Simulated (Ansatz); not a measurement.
AlNi:
Space group Pm-3m (No. 221); a = b = c = 2.893 Å, α = β = γ = 90.00°

| atom | site | symmetry | x | y | z |
|---|---|---|---|---|---|
| Al | 1a | m-3m | 0.0000 | 0.0000 | 0.0000 |
| Ni | 1b | m-3m | 0.5000 | 0.5000 | 0.5000 |

Relaxed with PBE.

Question: Which orbitals make up the states near the Fermi level in plane-wave PAW PBE (Ansatz code)?

Answer: Within 0.5 eV of the Fermi level: Ni 3d 60 %, Al 3p 28 %. Projections are on Löwdin-orthogonalised atomic valence shells; empty p or d shells of many metals are not among them.

Question: Tabulate the density of states.

Answer: States/eV per cell of 2 atoms, in 0.25 eV bins, energy from the Fermi level.

| E (eV) | total | Ni 3d | Al 3p | Al 3s |
|---|---|---|---|---|
| -7.85 | 0.34 | 0.01 | 0.15 | 0.12 |
| -7.60 | 0.36 | 0.02 | 0.16 | 0.12 |
| -7.35 | 0.39 | 0.02 | 0.17 | 0.14 |
| -7.10 | 0.45 | 0.03 | 0.19 | 0.17 |
| -6.85 | 0.45 | 0.04 | 0.19 | 0.17 |
| -6.60 | 0.45 | 0.05 | 0.18 | 0.16 |
| -6.35 | 0.50 | 0.07 | 0.20 | 0.18 |
| -6.10 | 0.55 | 0.10 | 0.22 | 0.18 |
| -5.85 | 0.59 | 0.13 | 0.23 | 0.19 |
| -5.60 | 0.65 | 0.18 | 0.23 | 0.19 |
| -5.35 | 0.71 | 0.24 | 0.24 | 0.19 |
| -5.10 | 0.64 | 0.22 | 0.24 | 0.14 |
| -4.85 | 0.63 | 0.22 | 0.25 | 0.11 |
| -4.60 | 0.67 | 0.25 | 0.27 | 0.10 |
| -4.35 | 0.76 | 0.30 | 0.30 | 0.09 |
| -4.10 | 1.06 | 0.48 | 0.38 | 0.09 |
| -3.85 | 2.03 | 1.16 | 0.65 | 0.09 |
| -3.60 | 1.57 | 0.99 | 0.44 | 0.07 |
| -3.35 | 1.65 | 1.15 | 0.41 | 0.05 |
| -3.10 | 3.20 | 2.43 | 0.69 | 0.02 |
| -2.85 | 2.83 | 2.18 | 0.58 | 0.00 |
| -2.60 | 1.70 | 1.46 | 0.17 | 0.00 |
| -2.35 | 4.05 | 3.70 | 0.20 | 0.01 |
| -2.10 | 5.29 | 4.94 | 0.20 | 0.01 |
| -1.85 | 7.27 | 6.83 | 0.27 | 0.01 |
| -1.60 | 4.29 | 4.01 | 0.18 | 0.01 |
| -1.35 | 1.11 | 0.93 | 0.12 | 0.01 |
| -1.10 | 0.64 | 0.51 | 0.08 | 0.00 |
| -0.85 | 0.55 | 0.42 | 0.09 | 0.00 |
| -0.60 | 1.93 | 1.53 | 0.28 | 0.02 |
| -0.35 | 1.32 | 0.91 | 0.29 | 0.04 |
| -0.10 | 0.94 | 0.55 | 0.27 | 0.05 |
| 0.15 | 0.76 | 0.39 | 0.26 | 0.04 |
| 0.40 | 0.63 | 0.28 | 0.24 | 0.04 |
| 0.65 | 0.53 | 0.21 | 0.22 | 0.04 |
| 0.90 | 0.45 | 0.16 | 0.20 | 0.03 |
| 1.15 | 0.38 | 0.12 | 0.18 | 0.03 |
| 1.40 | 0.32 | 0.09 | 0.15 | 0.02 |
| 1.65 | 0.36 | 0.09 | 0.12 | 0.02 |
| 1.90 | 0.43 | 0.09 | 0.10 | 0.03 |
| 2.15 | 0.68 | 0.14 | 0.11 | 0.10 |
| 2.40 | 0.89 | 0.19 | 0.18 | 0.17 |
| 2.65 | 0.95 | 0.21 | 0.22 | 0.23 |
| 2.90 | 0.88 | 0.18 | 0.24 | 0.22 |
| 3.15 | 0.83 | 0.15 | 0.25 | 0.22 |
| 3.40 | 0.80 | 0.13 | 0.25 | 0.23 |
| 3.65 | 0.79 | 0.11 | 0.26 | 0.22 |
| 3.90 | 0.75 | 0.10 | 0.26 | 0.20 |
| 4.15 | 0.74 | 0.09 | 0.25 | 0.19 |
| 4.40 | 0.76 | 0.08 | 0.28 | 0.19 |
| 4.65 | 0.78 | 0.08 | 0.32 | 0.17 |
| 4.90 | 0.82 | 0.08 | 0.36 | 0.16 |

The PBE relaxation kept the symmetry of its start. The workflow began spin-polarised and lost its moments.

Potentials: the later of the program's two PAW sets.
